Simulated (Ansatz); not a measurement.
The calculation used DFT PBE, scalar-relativistic, plane waves, PAW in Ansatz 0.2.0. All cells share a 420 eV cutoff and Γ-centred k meshes spaced at most about 0.3 Å⁻¹ (about 0.25 or finer for metals, 2π included). No spin polarisation in the final relaxations.

All energies are static (0 K, no zero-point motion). All come from trial cells, and lower structures may exist.

Problem. Order these relaxed structures of In5O by energy, lowest first, with the energy over the lowest of them.
A.

Space group P6/mmm (No. 191). a = 5.302 Å, b = 5.302 Å, c = 5.965 Å, α = 90.00°, β = 90.00°, γ = 120.00°
```tsv
atom	site	symmetry	x	y	z
In	4h	3m.	0.6667	0.3333	0.7421
In	1a	6/mmm	0.0000	0.0000	0.0000
O	1b	6/mmm	0.0000	0.0000	0.5000
```

B.

Space group P6/mmm (No. 191). a = 6.091 Å, b = 6.091 Å, c = 8.366 Å, α = 90.00°, β = 90.00°, γ = 120.00°
```
atom  site  symmetry       x       y       z
  In    2e       6mm  0.0000  0.0000  0.7597
  In    3g       mmm  0.5000  0.0000  0.5000
   O    1b     6/mmm  0.0000  0.0000  0.5000
```

C.

Space group R-3m:H (No. 166). a = 6.797 Å, b = 6.797 Å, c = 10.899 Å, α = 90.00°, β = 90.00°, γ = 120.00°
```csv
atom,site,symmetry,x,y,z
In,9e,.2/m,0.5000,0.5000,0.0000
In,6c,3m,0.3333,0.6667,0.5385
O,3b,-3m,0.3333,0.6667,0.1667
```

D.

Space group F-43m (No. 216). a = 8.583 Å, b = 8.583 Å, c = 8.583 Å, α = 90.00°, β = 90.00°, γ = 90.00°
```tsv
atom	site	symmetry	x	y	z
In	16e	.3m	0.1254	0.3746	0.1254
In	4d	-43m	0.2500	0.2500	0.7500
O	4a	-43m	0.0000	0.0000	0.0000
```

Solution. C (0 meV/atom), B (151 meV/atom), A (213 meV/atom), D (409 meV/atom). Forms: C R-3m; B P6/mmm; A P6/mmm; D F-43m. Counting In atoms around O (those within 1.25 times the shortest such distance or 1.15 times the sum of covalent radii, 1.27 where that leaves under three; a plus sign parts nearer from farther groups; the shortest distance is added where it exceeds 1.18 times the sum of covalent radii): C has O 6 from 2.7 Å; B has O 2; A has O 2+12 from 3.0 Å; D has O 16 from 3.6 Å.

No dispersion correction is applied, so the spacing and binding between layers, chains or molecules are poorly described (P6/mmm at 44.8 Å³/atom), and this can change margins and order among such cells. O stands nearly free of neighbours here, and without spin polarisation the energy of such atoms comes out too high. Cells relaxed within their symmetry can be saddle points. Some structure types and database cells were kept out of the candidates from the start, so a known form may be missing.
